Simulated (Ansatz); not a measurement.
GaSb (zinc blende): values from a third-order Birch-Murnaghan fit to a volume scan beside measured ones. Computed values: PBEsol (plane waves to 420 eV, PAW, scalar-relativistic; Ansatz, a first-principles code). At this level the bands of GaSb touch or barely overlap; measurements give the solid a gap. GaSb was relaxed with its symmetry unable to fall. Spin-orbit coupling is left out, though Sb is heavy. The PAW data are Ansatz's earlier set.

```json
[
 {"quantity": "Lattice constant a (Å)", "reference": "6.0959", "kind": "measured, room temperature or unstated"},
 {"quantity": "Bulk modulus B₀ (GPa)", "reference": "57", "kind": "measured, room temperature or unstated"}
]
```

References as given in: I. Vurgaftman, J. R. Meyer, L. R. Ram-Mohan, Journal of Applied Physics (2001), doi:10.1063/1.1368156; Cormac Toher, Corey Oses, Jose J. Plata et al., Physical Review Materials (2017), arXiv:1611.05714. Values not taken to low temperature hold thermal and zero-point shifts that a static calculation lacks, so small differences there are no errors of the method.

Question: Estimate the PBEsol values and the sign and size of each difference.

Answer: 
| quantity | PBEsol | difference |
|---|---|---|
| Lattice constant a (Å) | 6.112 | +0.3 % |
| Bulk modulus B₀ (GPa) | 51.5 | -9.6 % |



(Under strain, the slope of the energy per volume gives the stress and its curvature an elastic modulus.)
